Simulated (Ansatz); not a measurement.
Given:

YSi:
```xyz
2
Lattice="3.6852 0.0000 0.0000 -1.8426 3.1915 0.0000 0.0000 0.0000 4.1238" Properties=species:S:1:pos:R:3 pbc="T T T"
Y      0.0000     0.0000     0.0000
Si     1.8426     1.0638     2.0619
```

This is the PBE-relaxed structure.

**Question.** All from the program Ansatz at the PBE level (PAW), unless another level is named. Give the electronic character.

**Answer.** metallic (no gap).

**Question.** Give the density of states at the Fermi level.

**Answer.** 0.93 states/eV per atom (mean over ±0.08 eV).

**Question.** Next, the formation energy from the elements (no fitted shifts)?

**Answer.** -0.29 eV/atom.

Space group P-6m2. The cell is a constructed one: a structure type filled with these elements; neither database checked (COD, Materials Project) lists it. Its standing as an ambient phase is unchecked. Symmetry was held in the PBE relaxation; its stability against distortions is not shown here. The run is not spin-polarised. The references are the lowest solids computed at this level, not always the standard phases. Spin–orbit coupling is left out wherever it is not named.

Potentials: the later of the program's two PAW sets.
